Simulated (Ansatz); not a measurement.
The start is a generated trial cell of Ni in the omega structure type. Cell shape, volume and atoms are optimised at zero target pressure with PBEsol (plane waves to 420 eV, PAW, scalar-relativistic; Ansatz, an electronic-structure program). The first steps use a coarse 10×10×13 k-mesh.

Starting cell:
```
Ni
1.0
    3.94680     0.00000     0.00000
   -1.97340     3.41803     0.00000
    0.00000     0.00000     2.40051
Ni
3
Cartesian
  0.00000   0.00000   0.00000
  0.00000   2.27869   1.20025
  1.97340   1.13934   1.20025
```
Spin-polarised start, with parallel moments on Ni.

Outcome: The space group stays P6/mmm (No. 191) (the run could not lower it), with 3 atoms in the primitive magnetic cell
Energy released: under 0.01 eV/atom
Volume change: -1.9 %, from 10.79 to 10.59 Å³/atom
Shortest distances (start → end): The closest pairs of elements (up to four, under 3.6 Å), start → end: Ni–Ni 2.28 → 2.27 Å
Band gap at the end: zero (metallic)
Moments at the end: net 0.61 μB/atom, ferromagnetic
Optimiser moves: 5

Relaxed structure:

Space group P6/mmm (No. 191); a = b = 3.9278 Å, c = 2.3776 Å, α = β = 90.00°, γ = 120.00°

```json
[
 {"atom": "Ni", "site": "1a", "symmetry": "6/mmm", "x": "0.0000", "y": "0.0000", "z": "0.0000"},
 {"atom": "Ni", "site": "2d", "symmetry": "-6m2", "x": "0.3333", "y": "0.6667", "z": "0.5000"}
]
```

Final values are on a 14×14×19 k-mesh of the relaxed cell. Spin state reached: ferromagnetic (net 0.61 μB/atom), from parallel starting moments; other spin orders were not run from this start.

The run could not lose the symmetry of its start, so the end can be a saddle point.

All atoms sit on sites fixed by symmetry, so only the cell could relax.

The relaxed structure here is a generated cell of Ni: the first start was made by placing the elements on the sites of a structure type, and the end was not matched to a known phase here, so it may be hypothetical. Known forms of Ni include space group No. 225.
